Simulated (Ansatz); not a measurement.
A: GaN (wurtzite), a = b = 3.2186 Å, c = 5.2435 Å, α = β = 90.00°, γ = 120.00°
B: TiAl (CuAu type, space group P4/mmm), a = 2.8241 Å, b = 2.8241 Å, c = 4.0706 Å, α = 90.00°, β = 90.00°, γ = 90.00°
C: WSi2 (MoSi2 type, space group I4/mmm), a = b = 3.229 Å, c = 7.868 Å, α = β = γ = 90.00°

Scan: energy over volume and axial ratio (atoms clamped). One method and one kind of scan serve all of them; meshes and ranges differ. All were relaxed with their symmetry unable to fall. Spin-orbit coupling is left out. The PAW data are Ansatz's earlier set. TiAl is run without spin polarisation. WSi2 is run without spin polarisation.

Q: Put the candidates in order of modulus against c/a change at fixed volume, (3/4V)·∂²E/∂(ln c/a)² (fitted), highest first, for PBE (plane waves to 420 eV, PAW, scalar-relativistic; Ansatz, a first-principles code).

A: C (202 GPa), A (174 GPa), B (46 GPa)

(A scan under strain: stresses follow from slopes of the energy per volume, elastic moduli from its curvatures.)
